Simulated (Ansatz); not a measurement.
## MoSi2: pressure against volume

MoSi2, P6_222, a = 4.574 Å, c = 6.567 Å. This isn't the usual stable structure of the compound. Ansatz: PBEsol, PAW, 420 eV, Γ-centred 12×12×6 mesh on 9 atoms, Gaussian smearing 0.10 eV; no spin polarisation. Shape and atoms are relaxed at each volume; pressure is positive in compression.

```
V (Å³/atom) P (GPa)
     11.635    37.35
     12.032        ?
     12.429    15.67
     12.825     7.20
     13.222    -0.01
     13.619    -6.13
     14.015   -11.31
     14.544   -17.01
```

Task: Take V0 = 13.222 Å³/atom, count pressures from its P0 = -0.01 GPa, fit the third-order Birch–Murnaghan form to the other rows, and predict the missing pressure.

Result: With the Eulerian strain f = ½[(V0/V)^(2/3) − 1] and y = (P − P0)/[3f(1 + 2f)^(5/2)], the form is the line y = B0 + 1.5 B0 (B0′ − 4) f. Rows (f, y): 0.04449, 226.2; 0.02105, 224.0; 0.01027, 222.4; -0.00976, 219.6; -0.01904, 218.0; -0.03078, 215.8. Means f = 0.002705, y = 221.00; Σ(Δf)² = 0.003889, ΣΔfΔy = 0.5397; the slope is their ratio. y = 220.6 + 138.8 f GPa, so B0 = 220.6 GPa and B0′ = 4 + 2 × (138.8)/(3 × 220.6) = 4.42. At V = 12.032, f = 0.03245, y = 225.10 and P = 25.63 GPa. The run gave 25.63 GPa, the same to the digits shown.